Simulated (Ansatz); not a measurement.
WSe2:
```
WSe2
1.0
    3.30261     0.00000     0.00000
   -1.65130     2.86014     0.00000
    0.00000     0.00000    13.22733
W Se
2 4
Cartesian
  1.65130   0.95338   3.30683
  0.00000   1.90676   9.92050
  0.00000   1.90676   4.97051
  1.65130   0.95338   8.25682
  1.65130   0.95338  11.58418
  0.00000   1.90676   1.64315
```

Cartesian axes are those of the cell as given.

Problem. Give the high-frequency dielectric tensor and the Born effective charge tensors of the independent atoms from DFPT, plane-wave PAW r²SCAN+D4 (Ansatz code).

Solution. 
ε∞:
```
14.4  0.00  0.00
0.00  14.4  0.00
0.00  0.00  6.13
```
Z* of atom 1 (W), rows: field, columns: displacement, in e:
```
-1.08   0.00   0.00
 0.00  -1.08   0.00
 0.00   0.00  -0.58
```
Z* of atom 3 (Se), rows: field, columns: displacement, in e:
```
0.54  0.00  0.00
0.00  0.54  0.00
0.00  0.00  0.29
```

Static charges for comparison (Bader): W1 +1.18, Se3 -0.59 e. Born charges measure polarisation by displacement and can exceed these by far.

Space group P6_3/mmc. The r²SCAN+D4 relaxation kept the symmetry of its start. No spin polarisation was allowed. Scalar-relativistic: spin–orbit coupling is off unless named, which matters more the heavier the elements.

Potentials: the later of the program's two PAW sets.
